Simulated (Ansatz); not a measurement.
Input:

NbAs:
```
NbAs
1.0
    5.66228     0.00000     0.00000
   -2.83114     4.90368     0.00000
    0.00000     0.00000     4.25786
Nb As
3 3
Cartesian
  2.83114   0.00000   0.00000
  1.41557   2.45184   0.00000
 -1.41557   2.45184   0.00000
  0.00000   0.00000   0.00000
  0.00000   3.26912   2.12893
  2.83114   1.63456   2.12893
```

This is the PBE-relaxed structure.

Question: All from plane-wave PAW PBE (Ansatz code), unless another level is named. Predict the electronic character.

Answer: metallic (no gap).

Question: And the formation energy from the elements (no fitted shifts)?

Answer: -0.32 eV/atom.

Question: Give the density of states at the Fermi level.

Answer: 0.60 states/eV per atom (mean over ±0.08 eV).

Space group P6/mmm. A made-up cell: these elements were put on the sites of a structure type; neither database checked (COD, Materials Project) lists it. COD files the formula under space group No. 109, so this cell is another polymorph or a model. Whether it is the stable phase at ambient conditions was not checked. Symmetry was held in the PBE relaxation; its stability against distortions is not shown here. The run is not spin-polarised. The references are the lowest solids computed at this level, not always the standard phases. Spin–orbit coupling is left out wherever it is not named.

Potentials: the later of the program's two PAW sets.
